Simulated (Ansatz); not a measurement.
BN:
Space group Fmm2 (No. 42); a = 2.5001 Å, b = 6.6647 Å, c = 4.3240 Å, α = 90.00°, β = 90.00°, γ = 90.00°

| atom | site | symmetry | x | y | z |
|---|---|---|---|---|---|
| B | 4a | mm2 | 0.0000 | 0.0000 | 0.0001 |
| N | 4a | mm2 | 0.0000 | 0.0000 | 0.6666 |
(The calculation used a cell of 2 atoms; values per cell refer to that cell.)

Relaxed at zero pressure with r²SCAN+D4 (plane waves, PAW; program Ansatz).

Q: The volume is lowered by 3 % and shape and atoms relax at that volume. What pressure results, and how do the axes share the change?

A: 1.1 GPa; a -0.1 %, b -2.8 %, c -0.1 %; the energy rises by 1 meV/atom.

Q: Give the new structure.

A: 
Space group Fmm2 (No. 42); a = 2.4980 Å, b = 6.4780 Å, c = 4.3190 Å, α = 90.00°, β = 90.00°, γ = 90.00°

| atom | site | symmetry | x | y | z |
|---|---|---|---|---|---|
| B | 4a | mm2 | 0.0000 | 0.0000 | 0.0001 |
| N | 4a | mm2 | 0.0000 | 0.0000 | 0.6666 |

The phase is kept; no other phase was compared at this pressure.

The workflow started from a Materials Project entry (that database holds measured and hypothetical structures alike); the Crystallography Open Database copy checked does not list it. It is not the phase usual at ambient conditions (space group No. 186, 194, 216). The cell was relaxed with r²SCAN+D4 under the symmetry of its start; its stability against distortions is not shown here.

Potentials: the later of the program's two PAW sets.
